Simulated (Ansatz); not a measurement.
Ansatz input

```yaml
crystal:
  lattice:
    - [0.0, 3.3321408732, 3.3321408732]
    - [3.3321408732, 0.0, 3.3321408732]
    - [3.3321408732, 3.3321408732, 0.0]
  atoms:
    - { symbol: Tl, position: [0.125, 0.125, 0.125] }
    - { symbol: Tl, position: [0.875, 0.875, 0.875] }
hamiltonian:
  xc: r2scan
  pseudopotentials:
    kind: paw
    azcp:
      Tl: "pseudopotentials/Tl.paw.azcp"
basis:
  ecutwfc: 500
  fft_grid_basis: typed
kpoints:
  mp_grid: { grid: [9, 9, 9], shift: [0, 0, 0] }
magnetization:
  spin_polarized: false
scf:
  occupations: { method: fermi_dirac, width: 0.1 }
  lower_state_search: "off"
output:
  stress: true
```

Terminal output

```
Engine: ansatz 0.2.0, x86_64-unknown-linux-gnu
Pseudopotentials: kind: paw
Pseudopotential: Tl, paw, valence charge 13, recommended cutoff 500 eV (meta_gga) 
Functional definition: r2SCAN
  parameter k0 = 0.174
  parameter k1 = 0.065
  parameter a1 = 4.9479
  exchange = r2scan_x(k0 = k0, k1 = k1, a1 = a1)
  correlation = r2scan_c
Crystal: 2 atoms, lattice volume = 73.995 Å³
Basis set: ecut = 500 eV, 1893 PW (Γ), exchange–correlation on 144×144×144 points (64 copies of the dense FFT grid, shifted against one another)
Bands: 17, of which v1, the nominal top of the filled ones, is band 13 counted from 1 (12 counted from 0)
Symmetry: 48 space group operations
Space group: Fd-3m (ITA 227), of the structure as read, at distance tolerance 4.2e-5 Å
k-points: 35 of 729
Non-local potential: Tl, projectors of the file, l = 0: 2, l = 1: 2, l = 2: 2, l = 3: 1
PAW form: soft (Blöchl's): semilocal exchange-correlation on the pseudo side does not see the compensation charge
PAW frozen core: Tl, regenerated for the run's functional (the file was generated under x = pbe(κ = 0.804, μ = 0.2195149727645171), c = pbe(β = 0.06672455060314922))
PAW one-centre angular grid: Tl, 590 points (default); XC on 160 Gauss nodes
Initial density: superposition of atomic densities (neutral atoms: chi_scale 0, normalization atom), corrected by the library's trained network
Initial wavefunctions: pseudopotential atomic-orbital guess
Functional: x = r2scan, c = r2scan; τ floored in thin density (d = 2e-4 eV/Å³)
SCF iter   1: F=-22916.302534 eV  HF=-22916.323692 eV  |F-HF|=2.12e-2  |Δ(HF+E_count)|=         —  Δρ=7.19e-3  dr2=2.91e-2  dr2_τ=1.83e-2  ethr=1.77e-3  ⟨swp⟩=5.9  Hψ=3379  notcnv=0
SCF iter   2: F=-22916.306150 eV  HF=-22916.323126 eV  |F-HF|=1.70e-2  |Δ(HF+E_count)|=   5.65e-4  Δρ=5.40e-3  dr2=1.95e-2  dr2_τ=3.04e-3  ethr=1.12e-4  ⟨swp⟩=2.0  Hψ=1609  notcnv=0  defer=1
SCF iter   3: F=-22916.315290 eV  HF=-22916.315240 eV  |F-HF|=4.97e-5  |Δ(HF+E_count)|=   7.89e-3  Δρ=2.58e-4  dr2=7.65e-5  dr2_τ=1.51e-6  ethr=7.49e-5  ⟨swp⟩=2.0  Hψ=1181  notcnv=0  defer=1
SCF iter   4: F=-22916.315312 eV  HF=-22916.315309 eV  |F-HF|=2.36e-6  |Δ(HF+E_count)|=   6.88e-5  Δρ=5.91e-5  dr2=4.90e-6  dr2_τ=1.25e-7  ethr=2.94e-7  ⟨swp⟩=3.0  Hψ=1059  notcnv=0  defer=1
SCF iter   5: F=-22916.315313 eV  HF=-22916.315312 eV  |F-HF|=2.84e-7  |Δ(HF+E_count)|=   3.14e-6  Δρ=1.91e-5  dr2=3.17e-7  dr2_τ=1.04e-8  ethr=1.89e-8  ⟨swp⟩=3.0  Hψ=1054  notcnv=0  defer=1
SCF iter   6: F=-22916.315313 eV  HF=-22916.315313 eV  |F-HF|=1.06e-8  |Δ(HF+E_count)|=   3.16e-7  Δρ=2.87e-6  dr2=6.99e-9  dr2_τ=1.84e-10  ethr=3.85e-10  ⟨swp⟩=4.0  Hψ=2108  notcnv=0
SCF 1 converged in 6 iterations: F = -22916.315313 eV  dr2 = 6.99e-9
SCF converged after 6 iterations
Free energy (F): -22916.315313 eV
Harris-Foulkes:  -22916.315313 eV  (|F-HF|=1.06e-8)
Internal energy: -22916.262621 eV  (E = F + TS)
E sigma→0 (E₀):  -22916.288967 eV
Entropy (-TS):   -0.052692 eV (-26.346 meV/atom)
Fermi energy:    6.898889 eV
--- Per-component energies (eV) ---
  E_band       = -89.391877
  E_kinetic    = 670.683212
  E_local      = -2325.444539  (includes V_loc(G=0)·N_el)
  E_nonlocal   = 634.414557
  E_hartree    = 890.796445
  E_xc         = -436.227336
  E_vxc        = -312.810268  (∫ρ·V_xc dr)
  E_paw        = -20385.512480  (= ΣΔE_a)
  E_vpaw       = -562.239123  (= ΣTr[D̂ρ^β])
  E_aug_tail   = 0.000034  (compensation charges beyond the density's cutoff)
  E_vtau       = 24.408386  (kinetic-family band-sum trace: ∫τ·v_τ [+ j·A + Jᵃ·Aᵃ] dr)
  E_ewald      = -1967.052036
  E_core_change = 2.079522  (= ΣΔE_core)
  E_smearing   = -0.052692  (= −TS)
  E_closure    = -0.000000  (closes the sum)
  Σ components = -22916.315313   (vs F -22916.315313, Δ=0.00e0)
--- Stress (GPa, compression-positive) ---
        3.211941       0.000000       0.000000
       -0.000000       3.211941       0.000000
        0.000000      -0.000000       3.211941
  P = ⅓ Tr σ = 3.2119 GPa (32.119 kbar)
```

Command:

```sh
ansatz run input.yaml --threads 1 --pin off --max-ram 3584MiB --backend cpu --events-out ev --progress --plain --runs-dir out
```

On 1 thread of Intel(R) Xeon(R) Platinum 8259CL CPU @ 2.50GHz (Skylake/Cascade Lake) (shared host) this took about 8.8 s of wall time and 8.7 s of CPU time.
